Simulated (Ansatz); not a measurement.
What DFT gives for K$_{2}$InAs$_{2}$

```
K In As
1.0
     0.00000    0.00000    6.58695
     6.68553   -3.53490    3.29347
     6.68553    3.53490   -3.29347
K In As
4 2 4
Direct
  0.33700 0.01860 0.69260
  0.66300 0.98140 0.30740
  0.16300 0.69260 0.01860
  0.83700 0.30740 0.98140
  0.25000 0.50000 0.50000
  0.75000 0.50000 0.50000
  0.32690 0.77610 0.42990
  0.67310 0.22390 0.57010
  0.17310 0.42990 0.77610
  0.82690 0.57010 0.22390
```

The numbers come from plane-wave PAW DFT (Ansatz): r2SCAN, no spin polarisation, 500 eV, 6×6×6 Γ-centred k points, fermi-dirac occupations (width 0.0201 eV). Nothing was relaxed.

- Contacts: In–As at 2.47 Å: least valence density 0.51 e/Å³ and ELF 0.39 there. K–As at 3.38 Å: least valence density 0.08 e/Å³ and ELF 0.05 there. K–In at 3.48 Å: least valence density 0.05 e/Å³ and ELF 0.03 there. Both are smooth PAW fields, read partly inside the augmentation spheres.
- Electronic structure: It is a metal, with about 9.5 states/eV a cell as the mean within 0.25 eV of the Fermi level, mostly As p (93 %).
- Stress: The pressure is 6.3 GPa (compression positive), so with the atoms held at these fractions the cell would first expand; the forces are large, so a full relaxation may end otherwise. The principal stresses 4.6, 5.7, 8.8 GPa differ, so its shape would change too.
- Forces: The largest is on As7 (and as large on other atoms): 2.63 eV/Å, components (1.88, -1.84, 0.00). It makes 138° with the line to a nearest neighbour, In5 at 2.47 Å, pointing away from it.

Origin: a known structure type with other elements, at an estimated volume, so it need not be a known compound. Caveats: many states at the Fermi level without spin polarisation, so a magnetic state may lie lower; atoms or cell far from equilibrium.
